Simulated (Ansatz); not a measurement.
Relaxed-ion elastic tensor of Zn (hcp (Mg type), space group No. 194) in GPa (Voigt order), PBEsol (plane waves, PAW; program Ansatz); density 7.60 g/cm³, 14.29 Å³ per atom.

```tsv
	1	2	3	4	5	6
1	212	54.7	55.8	0.0	0.0	0.0
2	54.7	212	55.8	0.0	0.0	0.0
3	55.8	55.8	73.1	0.0	0.0	0.0
4	0.0	0.0	0.0	35.4	0.0	0.0
5	0.0	0.0	0.0	0.0	35.4	0.0
6	0.0	0.0	0.0	0.0	0.0	78.8
```

Is the crystal mechanically stable?

Yes: the smallest eigenvalue of C is 35.4 GPa.

Work out the Voigt, Reuss and Hill averages.

K_V = 92.2, K_R = 70.0, K_H = 81.1; G_V = 52.0, G_R = 40.4, G_H = 46.2 GPa.

Give Young's modulus, Poisson's ratio, Pugh's ratio and the universal anisotropy index.

E = 9KG/(3K + G) = 117 GPa; ν = 0.26; K/G = 1.75 (near the Pugh limit of 1.75, no verdict); A_U = 5G_V/G_R + K_V/K_R − 6 = 1.74.

Estimate the sound speeds and the Debye temperature.

v_l = √((K + 4G/3)/ρ) = 4330 m/s, v_t = √(G/ρ) = 2470 m/s, mean 2740 m/s; Θ = (h/k)(3n/4πV)^(1/3) v_m = 336 K.

Solve the Christoffel equation for the three sound speeds along x, y, z.

Eigenvalues of C_ijkl n_j n_l equal ρv². In km/s, slowest first: x 2.16, 3.22, 5.28; y 2.16, 3.22, 5.28; z 2.16, 2.16, 3.10.

How much does each axis shrink under pressure?

Linear compressibilities β_i = Σ_j S_ij (j = 1 to 3): x 1.3, y 1.3, z 12 per TPa.

Space group P6_3/mmc (hcp (Mg type)). The cell keeps a stress of up to 0.3 GPa. Symmetry was held in the PBEsol relaxation; of distortions, only those at the zone centre were tested. As this level gives no gap, shear constants depend on the k-mesh and smearing (Fermi–Dirac, 0.1 eV here). On the denser mesh and wider smearing of the elastic run this cell carries a stress of 0.7 GPa.

Potentials: the earlier of the program's two PAW sets.
